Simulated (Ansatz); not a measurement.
Li$_{2}$CuO$_{2}$:
```xyz
5
Lattice="-1.4406 1.8416 4.5673 1.4406 -1.8416 4.5673 1.4406 1.8416 -4.5673" Properties=species:S:1:pos:R:3 pbc="T T T"
Li     0.0000     1.8416     2.7001
Li     1.4406     0.0000     1.8671
Cu     0.0000     1.8416     0.0000
O      0.0000     0.0000     3.2656
O      0.0000     0.0000     5.8689
```

Relaxed with PBEsol.

Task: Map the electron localisation function on the plane through (0.796, 0.296, 0.500) spanned by u = [1, 1, 0] and v = [0, 1, 1] in lattice vectors, from plane-wave PAW PBEsol (Ansatz code).

Result: x is the fraction of u, y of v (the angle between them is 90°; rows are the nearest grid lines); atoms in the plane: Li at (0.00, 0.00), Li at (0.41, 0.00), Cu at (0.70, 0.00), O at (0.56, 0.50), O at (0.85, 0.50).
```
y \ x   0.000  0.100  0.175  0.275  0.375  0.450  0.550  0.625  0.725  0.825  0.900   1.00
------  -----  -----  -----  -----  -----  -----  -----  -----  -----  -----  -----  -----
1.00    0.999  0.008  0.025  0.019  0.973  0.874  0.093  0.206  0.865  0.110  0.031  0.999
0.938   0.988  0.007  0.026  0.021  0.950  0.706  0.136  0.179  0.779  0.123  0.049  0.988
0.875   0.922  0.009  0.031  0.024  0.715  0.255  0.307  0.138  0.510  0.208  0.160  0.922
0.750   0.026  0.020  0.046  0.038  0.014  0.053  0.752  0.309  0.166  0.738  0.690  0.026
0.688   0.026  0.031  0.055  0.048  0.012  0.283  0.780  0.635  0.121  0.797  0.794  0.026
0.625   0.102  0.039  0.061  0.054  0.029  0.558  0.680  0.781  0.120  0.721  0.823  0.102
0.562   0.197  0.043  0.065  0.056  0.050  0.657  0.444  0.794  0.148  0.528  0.820  0.197
0.438   0.197  0.043  0.065  0.056  0.050  0.657  0.444  0.794  0.149  0.530  0.820  0.197
0.375   0.103  0.039  0.061  0.054  0.029  0.559  0.681  0.780  0.120  0.722  0.823  0.103
0.312   0.025  0.031  0.055  0.048  0.012  0.282  0.780  0.633  0.121  0.797  0.794  0.025
0.250   0.026  0.020  0.046  0.038  0.014  0.053  0.752  0.309  0.166  0.738  0.690  0.026
0.125   0.936  0.009  0.031  0.024  0.708  0.250  0.307  0.138  0.511  0.207  0.160  0.936
0.0625  0.990  0.009  0.026  0.020  0.955  0.722  0.137  0.179  0.781  0.123  0.049  0.990
0.000   0.999  0.008  0.025  0.019  0.973  0.874  0.093  0.206  0.865  0.110  0.031  0.999
```

The density is the valence pseudo-density with augmentation charge, so density and ELF within about 1 Å of a nucleus are not all-electron values.

Space group Immm. The workflow started from an entry of the Crystallography Open Database (COD). Its standing as an ambient phase is unchecked. The PBEsol relaxation kept the symmetry of its start; its stability against distortions is not shown here. The run is not spin-polarised. No Hubbard U is applied.

Potentials: the later of the program's two PAW sets.
